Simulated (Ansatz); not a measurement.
Relaxation of a relaxed Pt cell displaced along its unstable phonon at q = Γ (40i cm⁻¹), largest move 0.15 Å; 2 atoms in the cell, which starts as Cmcm (No. 63), oS4; a = 2.736 Å, b = 4.739 Å, c = 4.753 Å, α = 90.00°, β = 90.00°, γ = 90.00°. Calculation: r2SCAN (plane waves to 500 eV, PAW, scalar-relativistic; Ansatz, an electronic-structure program). Γ-centred k-mesh 14×14×7 on the run's cell (coarser than for final values), Fermi–Dirac smearing 0.05 eV. This is the first round of the run. 

The optimiser's lines from the output (shortened; P is positive under compression):

```
relax step   1: F+E_penalty+E_count = -25076.42866984 eV  Δ(F+E_penalty+E_count) = +0.000e0 eV  max|allowed force component| = 2.382e-1 eV/Å  Δτ_max = 0.0000 Å  P = +0.321 GPa  Ω = 30.817 Å³  (8 SCF iters, dr2 threshold 1.00e-7 eV, accepted)
relax step   2: F+E_penalty+E_count = -25076.48908011 eV  Δ(F+E_penalty+E_count) = -6.041e-2 eV  max|allowed force component| = 2.239e-1 eV/Å  Δτ_max = 0.1210 Å  P = -2.385 GPa  Ω = 31.181 Å³  (8 SCF iters, dr2 threshold 2.00e-7 eV, accepted)
relax step   3: F+E_penalty+E_count = -25076.51463334 eV  Δ(F+E_penalty+E_count) = -2.555e-2 eV  max|allowed force component| = 1.389e-1 eV/Å  Δτ_max = 0.1901 Å  P = -0.630 GPa  Ω = 31.013 Å³  (9 SCF iters, dr2 threshold 2.00e-7 eV, accepted)
relax step   4: F+E_penalty+E_count = -25076.52539335 eV  Δ(F+E_penalty+E_count) = -1.076e-2 eV  max|allowed force component| = 6.099e-3 eV/Å  Δτ_max = 0.0634 Å  P = -0.014 GPa  Ω = 30.937 Å³  (8 SCF iters, dr2 threshold 2.00e-7 eV, accepted)
relax step   5: F+E_penalty+E_count = -25076.52544663 eV  Δ(F+E_penalty+E_count) = -5.329e-5 eV  max|allowed force component| = 8.393e-4 eV/Å  Δτ_max = 0.0026 Å  P = -0.001 GPa  Ω = 30.937 Å³  (4 SCF iters, dr2 threshold 1.83e-7 eV, accepted)
relax step   6: F+E_penalty+E_count = -25076.52544704 eV  Δ(F+E_penalty+E_count) = -4.058e-7 eV  max|allowed force component| = 4.550e-4 eV/Å  Δτ_max = 0.0004 Å  P = -0.000 GPa  Ω = 30.937 Å³  (7 SCF iters, dr2 threshold 1.82e-9 eV, accepted)
relax step   7: F+E_penalty+E_count = -25076.52549096 eV  Δ(F+E_penalty+E_count) = -4.392e-5 eV  max|allowed force component| = 4.720e-4 eV/Å  Δτ_max = 0.0000 Å  P = -0.002 GPa  Ω = 30.937 Å³  stress off target by 2.90e-3 GPa  SCF on the basis re-selected at this cell (its energy is not comparable with the rows above)  (6 SCF iters)
```

From the first to the last row the energy changes by -0.05 eV/atom and the volume by +0.4 %. The last row is marked as not comparable with the walk above it, whose basis was carried along; it does compare with step 1, since both stand on a basis selected at the nominal cutoff for their own cell.

Later rounds, restarted from the end of this one on a renewed k-mesh, logged 4 more steps and released under 0.01 eV/atom more. The final structure after all rounds: I4/mmm (No. 139), tI2, AFLOW prototype A_tI2_139_a (A_a); a = b = 3.3768 Å, c = 2.7138 Å, α = β = γ = 90.00°. No spin polarisation in the result.

The run could not lose the symmetry of its start, so the end can be a saddle point.

The relaxed structure here is a generated cell of Pt: the first start was made by placing the elements on the sites of a structure type, and the end was not matched to a known phase here, so it may be hypothetical. Known forms of Pt include space group No. 225.
